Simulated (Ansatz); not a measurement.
KI:
```cif
data_IK
_chemical_formula_sum 'K1 I1'
_space_group_name_H-M_alt 'P 1'
_space_group_IT_number 1
_cell_length_a 5.01462
_cell_length_b 5.01462
_cell_length_c 5.01462
_cell_angle_alpha 60.000
_cell_angle_beta 60.000
_cell_angle_gamma 60.000
loop_
_space_group_symop_operation_xyz
  'x, y, z'
loop_
_atom_site_label
_atom_site_type_symbol
_atom_site_fract_x
_atom_site_fract_y
_atom_site_fract_z
_atom_site_occupancy
K1 K 0.00000 0.00000 0.00000 1
I1 I 0.50000 0.50000 0.50000 1
```

Relaxed with r²SCAN.

### Question
Decompose the optical modes at the zone centre into irreducible representations, and say which are infrared and Raman allowed.

### Answer
Point group m-3m: Γ_opt = T1u. Infrared: T1u. Raman: none.

### Question
Assign frequencies (DFPT, plane-wave PAW r²SCAN (Ansatz code); without the LO–TO term).

### Answer
T1u 101 cm⁻¹.

Space group Fm-3m (rock salt). Symmetry was held in the r²SCAN relaxation; of distortions, only those at the zone centre were tested. Spin–orbit coupling is left out wherever it is not named.

Potentials: the later of the program's two PAW sets.
